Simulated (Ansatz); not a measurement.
Al₂Ru in space group Fddd (No. 70; Al on 16f, Ru on 8b), PBEsol (plane waves, PAW; program Ansatz). The conduction-band minimum lies on the Γ–Σ0 line, 79 % of the way from Γ, with 2 equivalent valleys. Second derivatives d²E/dk² of the lowest band at one valley (eV·Å²), along Cartesian directions:

| direction | d²E/dk² |
|---|---|
| [100] | 3.784 |
| [010] | 4.301 |
| [001] | 8.180 |
| [110] | 4.043 |
| [101] | 5.983 |
| [011] | 6.237 |

Find the principal effective masses, the density-of-states mass and the conductivity mass.

Off-diagonal terms follow from H_xy = H[110] − (H_xx + H_yy)/2, and m*/mₑ = 7.620 eV·Å² over each eigenvalue: 0.93, 1.8, 2.0. One valley's DOS mass (m₁m₂m₃)^(1/3) = 1.5, conductivity mass 3/(Σ 1/mᵢ) = 1.4 mₑ.

What effective density of states Nc follows at 300 K for parabolic valleys?

Nc = 2.509e19 × 2 × (1.5)^(3/2) ≈ 9.2e19 cm⁻³.

The first step of the workflow began from a Materials Project structure, measured or hypothetical; the Crystallography Open Database copy checked does not list it. With Al and Ru taken as one species the cell has the higher symmetry Fddd, so it may be an ordered model of a mixed-site phase. Its standing as an ambient phase is unchecked. The cell was relaxed with PBEsol under the symmetry of its start; phonons on a q-mesh show no instability. The run is not spin-polarised. Scalar-relativistic: spin–orbit coupling is off unless named, which matters more the heavier the elements.

Potentials: the later of the program's two PAW sets.

Edges and masses are those of Kohn–Sham bands, whose gap is no quasiparticle gap.
